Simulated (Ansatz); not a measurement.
One crystal and one scan (frozen-phonon scan) at two levels, PBE (plane waves to 420 eV, PAW, scalar-relativistic; Ansatz, a quantum-chemistry and plane-wave program) and r2SCAN (plane waves to 500 eV, PAW, scalar-relativistic; Ansatz), each from its own relaxed cell and on its own mesh. The cell shown is that of PBE.

Starting cell, Mo (bcc, W type):

```xyz
2
Lattice="-3.1608 3.1608 3.1608 0.0000 0.0000 3.1608 0.0000 3.1608 0.0000" Properties=species:S:1:pos:R:3 pbc="T T T"
Mo     0.0000     0.0000     0.0000
Mo    -1.5804     1.5804     1.5804
```

A phonon eigenvector at H = (0.5, 0.5, 0.5) is frozen into this cell: atom i moves by Q times the vector below, so Q is the largest atomic displacement, in Å. The cell is held. It is one choice among 3 degenerate patterns. (q is in reciprocal vectors of the primitive cell; the cell shown is doubled to hold the pattern.)

| atom | x | y | z |
|---|---|---|---|
| Mo1 | 0.000 | 0.000 | -1.000 |
| Mo2 | 0.000 | 0.000 | 1.000 |

Mo is run without spin polarisation. Mo was relaxed with its symmetry unable to fall. The PAW data are Ansatz's earlier set. With partly filled bands, energies and forces of such displacements shift with the k mesh and the smearing. Percentages come from the unrounded values. Both scans cover Q from -0.280 to 0.280 Å.

Results of PBE:

| Quantity | Value |
|---|---|
| Lattice constant a (Å) | 3.161 |
| Energy at Q = 0.280 Å (meV/cell) | 1090 |
| Space group of the distorted cell | P4/nmm (No. 129), lowered from Im-3m |
| Symmetry of the curve | even: the same for both signs |
| Shape of the curve | a single well with its minimum at or next to zero displacement |

Q: What does r2SCAN give for the same quantities?

A: 
| quantity | r2SCAN | PBE − r2SCAN |
|---|---|---|
| Lattice constant a (Å) | 3.151 | +0.010 (+0.3 %) |
| Energy at Q = 0.280 Å (meV/cell) | 1149 | -59 (-5.1 %) |

PBE gives the higher value for: lattice constant a. PBE gives the lower value for: energy at Q = 0.280 Å. Both give the same space group of the distorted cell: P4/nmm (No. 129), lowered from Im-3m. Neither level is exact: the differences show how much the result hangs on the functional.

(A displaced cell: forces are minus the slopes of the energy, force constants its curvatures, and phonons follow from these.)
